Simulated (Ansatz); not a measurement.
KCl (started from an entry of an open crystallographic database), relaxed with r2SCAN: 4 runs in Ansatz 0.2.0, each a calculation of independent-particle optics. It is cubic, Fm-3m (No. 225); a = 6.290 Å in the conventional setting, 31.10 Å³ an atom. Around K lie 6 Cl at 3.14 Å; around Cl lie 6 K at 3.14 Å. The values are computed, spin-unpolarised, and not measurements.

```xyz
2
Lattice="0.0000 3.1448 3.1448 3.1448 0.0000 3.1448 3.1448 3.1448 0.0000" Properties=species:S:1:pos:R:3 pbc="T T T"
K     0.0000    0.0000    0.0000
Cl    3.1448    3.1448    3.1448
```

On meshes this coarse, single peaks can be features of the mesh. No local fields, no excitons; the zone sum runs over the cells of the mesh, and ε∞ includes the bands left out of the spectrum. Up to four peaks are listed, those above 15 % of the tallest and inside the complete range; the four can differ from row to row. Rows marked drawn have settings drawn at random (some not listed).

```
functional  k mesh  broadening (eV)    scissors (eV)  range (eV)  settings  direct gap on the mesh before scissors (eV)  ε∞ xx  ε∞ yy  ε∞ zz  complete up to (eV)  tallest peaks of mean ε₂ (eV)
       PBE   6×6×6              0.1             0.00        0–20    chosen                                         5.19   2.57   2.57   2.57                 20.0          8.00 8.60 10.20 10.60
    r2SCAN   6×6×6              0.1             0.00        0–20    chosen                                         5.83   2.43   2.43   2.43                 20.0         8.55 11.00 11.40 16.70
       PBE   6×6×6              0.1  1.31 (to HSE06)        0–20    chosen                                         5.19   2.40   2.40   2.40                 20.0          9.30 9.95 11.50 11.90
       PBE   6×6×6             0.05             0.00        2–10     drawn                                         5.19   2.57   2.57   2.57                 10.0                      8.00 8.60
```
